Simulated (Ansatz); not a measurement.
BiOs (zincblende structure)

Level of theory: DFT, PBEsol, scalar-relativistic, no spin polarisation; plane waves to 420 eV with PAW datasets (Ansatz 0.2.0), Γ-centred 10×10×10 mesh, 0.05 eV Gaussian smearing; PAW files: Ansatz's generated set soft_2.

```yaml
crystal:
  lattice:
    - [0.00000, 3.02533, 3.02533]
    - [3.02533, 0.00000, 3.02533]
    - [3.02533, 3.02533, 0.00000]
  atoms:
    - { symbol: Os, position: [0.00000, 0.00000, 0.00000] }
    - { symbol: Bi, position: [0.25000, 0.25000, 0.25000] }
```

This is a trial structure made by placing the elements on a prototype's sites, so it needn't be the stable form.

The cell has space group F-43m (read at 0.01 Å). In it the stress is 0.00, 0.00, 0.00, 0.00, 0.00, 0.00 GPa and the largest force component 0.000 eV/Å. Each change below starts from this cell, without further relaxation. Stress is in GPa, positive in compression, in the order xx, yy, zz, yz, xz, xy; energies are counted from the cell above and are free energies with the smearing's entropy, which match forces and stress in a metal.

Question: What happens when atom 2 (Bi) is moved by 0.08 Å along y?

Answer: The energy changes by 39.2 meV per cell, and the force on it along the shift is -0.979 eV/Å (−F/u = 12.24 eV/Å²). Stress: 0.43, 0.05, 0.43, 0.00, -3.96, 0.00.
```
atom  Fx (eV/Å)      Fy     Fz
 Os1      0.000   0.979  0.000
 Bi2      0.000  -0.979  0.000
```
In a harmonic crystal the energy would rise by −½F·u = ½ × 12.24 × 0.08² eV = 39.2 meV, which matches.

Question: What stress follows from an engineering strain of 2 % in xx, atoms carried along?

Answer: -2.03, -1.88, -1.88, 0.00, 0.00, 0.00 GPa; the energy changes by 7.1 meV per cell.
The change of the stress over the strain gives a clamped-atom stiffness of about 102 GPa for this component, a secant value that lies under the elastic constant in tension and over it in compression, by several per cent for each per cent of strain.
In a harmonic crystal the energy would rise by V(½Cε² − σ₀ε), with σ₀ the stress of the unstrained cell, = 7.0 meV, which matches.

Scalar-relativistic only: spin–orbit splittings of the heavy atoms' levels are missing.
